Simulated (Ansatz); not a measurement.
Input:

ZnSe:
```cif
data_SeZn
_chemical_formula_sum 'Zn1 Se1'
_space_group_name_H-M_alt 'P 1'
_space_group_IT_number 1
_cell_length_a 3.65985
_cell_length_b 3.65985
_cell_length_c 3.28008
_cell_angle_alpha 90.000
_cell_angle_beta 90.000
_cell_angle_gamma 120.000
loop_
_space_group_symop_operation_xyz
  'x, y, z'
loop_
_atom_site_label
_atom_site_type_symbol
_atom_site_fract_x
_atom_site_fract_y
_atom_site_fract_z
_atom_site_occupancy
Zn1 Zn 0.00000 0.00000 0.00000 1
Se1 Se 0.66667 0.33333 0.50000 1
```

This is the PBEsol-relaxed structure.

Q: All from the program Ansatz at the PBEsol level (PAW), unless another level is named. Give the electronic character.

A: metallic (no gap).

Q: Next, the formation energy from the elements (no fitted shifts)?

A: -0.19 eV/atom.

Q: And the density of states at the Fermi level?

A: 0.38 states/eV per atom (mean over ±0.08 eV).

Space group P-6m2. A made-up cell: these elements were put on the sites of a structure type; neither database checked (COD, Materials Project) lists it. It is not the phase usual at ambient conditions (space group No. 216). The cell keeps a stress of up to 0.3 GPa. The cell was relaxed with PBEsol under the symmetry of its start; of distortions, only those at the zone centre were tested. The references are the lowest solids computed at this level, not always the standard phases. Scalar-relativistic: spin–orbit coupling is off unless named, which matters more the heavier the elements.

Potentials: the later of the program's two PAW sets.
